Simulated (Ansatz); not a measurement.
Relaxed-ion elastic tensor of LiNbO$_{3}$ in space group R-3c (No. 167; Li on 6a, Nb on 6b, O on 18e) in GPa (Voigt order), r²SCAN (plane waves, PAW; program Ansatz); density 4.62 g/cm³, 10.62 Å³ per atom.

```
  294   72.7    104  -32.7    0.0    0.0
 72.7    294    104   32.7    0.0    0.0
  104    104    283    0.0    0.0    0.0
-32.7   32.7    0.0    113    0.0    0.0
  0.0    0.0    0.0    0.0    113  -32.7
  0.0    0.0    0.0    0.0  -32.7    111
```

Question: Is the crystal mechanically stable?

Answer: Yes: the smallest eigenvalue of C is 79.1 GPa.

Question: Work out the Voigt, Reuss and Hill averages.

Answer: K_V = 159, K_R = 159, K_H = 159; G_V = 107, G_R = 98.5, G_H = 103 GPa.

Question: Give Young's modulus, Poisson's ratio, Pugh's ratio and the universal anisotropy index.

Answer: E = 9KG/(3K + G) = 253 GPa; ν = 0.23; K/G = 1.55 (brittle by the Pugh limit of 1.75); A_U = 5G_V/G_R + K_V/K_R − 6 = 0.42.

Question: Estimate the sound speeds and the Debye temperature.

Answer: v_l = √((K + 4G/3)/ρ) = 8000 m/s, v_t = √(G/ρ) = 4710 m/s, mean 5220 m/s; Θ = (h/k)(3n/4πV)^(1/3) v_m = 707 K.

Question: How much does each axis shrink under pressure?

Answer: Linear compressibilities β_i = Σ_j S_ij (j = 1 to 3): x 2.2, y 2.2, z 1.9 per TPa.

The first step of the workflow began from a Materials Project structure, measured or hypothetical; the Crystallography Open Database files this formula in space group No. 167, but the cells were not matched. It is not the phase usual at ambient conditions (space group No. 161). Symmetry was held in the r²SCAN relaxation. At this level the phase is dynamically unstable (imaginary phonons). The run is not spin-polarised.

Potentials: the earlier of the program's two PAW sets.
